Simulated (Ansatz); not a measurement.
The end point of a relaxation of MgTe2. All values below come from r2SCAN (plane waves to 500 eV, PAW, scalar-relativistic; Ansatz, a program for electronic structure).

```cif
data_Mg4Te8
_chemical_formula_sum 'Mg4 Te8'
_space_group_name_H-M_alt 'P 1'
_space_group_IT_number 1
_cell_length_a 7.08521
_cell_length_b 7.08521
_cell_length_c 7.08521
_cell_angle_alpha 90.000
_cell_angle_beta 90.000
_cell_angle_gamma 90.000
loop_
_space_group_symop_operation_xyz
  'x, y, z'
loop_
_atom_site_label
_atom_site_type_symbol
_atom_site_fract_x
_atom_site_fract_y
_atom_site_fract_z
_atom_site_occupancy
Mg1 Mg 0.00000 0.00000 0.00000 1
Mg2 Mg 0.50000 0.00000 0.50000 1
Mg3 Mg 0.50000 0.50000 0.00000 1
Mg4 Mg 0.00000 0.50000 0.50000 1
Te1 Te 0.38742 0.38742 0.38742 1
Te2 Te 0.61258 0.61258 0.61258 1
Te3 Te 0.11258 0.61258 0.88742 1
Te4 Te 0.88742 0.38742 0.11258 1
Te5 Te 0.88742 0.11258 0.61258 1
Te6 Te 0.11258 0.88742 0.38742 1
Te7 Te 0.61258 0.88742 0.11258 1
Te8 Te 0.38742 0.11258 0.88742 1
```

Task: Determine the symmetry and give the standard cell with its independent sites.

Result: Space group Pa-3 (No. 205); a = 7.0852 Å, b = 7.0852 Å, c = 7.0852 Å, α = 90.00°, β = 90.00°, γ = 90.00°

| atom | site | symmetry | x | y | z |
|---|---|---|---|---|---|
| Mg | 4a | .-3. | 0.0000 | 0.0000 | 0.0000 |
| Te | 8c | .3. | 0.3874 | 0.3874 | 0.3874 |

This is the AFLOW prototype AB2_cP12_205_a_c (C2, as in FeS2).

Task: Give the shortest distances between elements (the closest pairs, up to four, under 3.6 Å).

Result: Te–Te 2.76 Å; Mg–Te 2.97 Å.

- Volume per atom = 29.64 Å³
- Band gap = 1.41 eV, direct within 0.03 eV (at Γ) (no spin-orbit coupling)
- Smallest direct gap = 1.42 eV at Γ

The relaxed cell holds bonded Te–Te pairs (2.76 Å). No spin polarisation in the result. Without spin-orbit coupling the bands of the heavy element are not split, so the gap can be far off.

The run could not lose the symmetry of its start.
